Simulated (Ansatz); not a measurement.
# Property card for Sc$_{4}$InSb

Level of theory: DFT PBE, scalar-relativistic, plane waves, PAW (Ansatz).

Plane waves to 420 eV, a k mesh through Γ of 8×8×8 on the computed 6-atom cell and Gaussian smearing (0.10 eV); no spin polarisation.

The structure is relaxed at this level of theory with its symmetry kept, and needn't be the ground state of this composition.

```cif
data_structure
_symmetry_space_group_name_H-M 'F-43m'
_symmetry_Int_Tables_number 216
_cell_length_a 8.3460
_cell_length_b 8.3460
_cell_length_c 8.3460
_cell_angle_alpha 90.000
_cell_angle_beta 90.000
_cell_angle_gamma 90.000
_cell_volume 581.35
loop_
_atom_site_label
_atom_site_type_symbol
_atom_site_symmetry_multiplicity
_atom_site_Wyckoff_symbol
_atom_site_fract_x
_atom_site_fract_y
_atom_site_fract_z
_atom_site_occupancy
Sc1 Sc 16 e 0.87484 0.37484 0.87484 1
In1 In 4 a 0.00000 0.00000 0.00000 1
Sb1 Sb 4 d 0.25000 0.25000 0.75000 1
```

```json
{"Space group": "F-43m (No. 216)", "Volume per atom": "24.22 Å³", "Formation energy from the elements' standard states (uncorrected)": "-0.033 eV/atom", "Kohn–Sham band gap": "none (metal)", "Density of states at the Fermi level": "10.1 states/eV per cell", "Orbital (Löwdin) character within 0.5 eV of the Fermi level": "Sc 3d 79 %, In 5p 8 %"}
```

Spin-orbit coupling is left out, which matters for the bands of heavy elements. Spin polarisation was left out, and a magnetic state may lie lower.

Another cell of Sc4InSb relaxed alike, in P4/mmm, lies 260 meV/atom lower, so this cell isn't the stable form at this level.

The cell was found from a structure generator's guess, not taken from experiment. Löwdin shares on free-atom orbitals overweight diffuse shells.
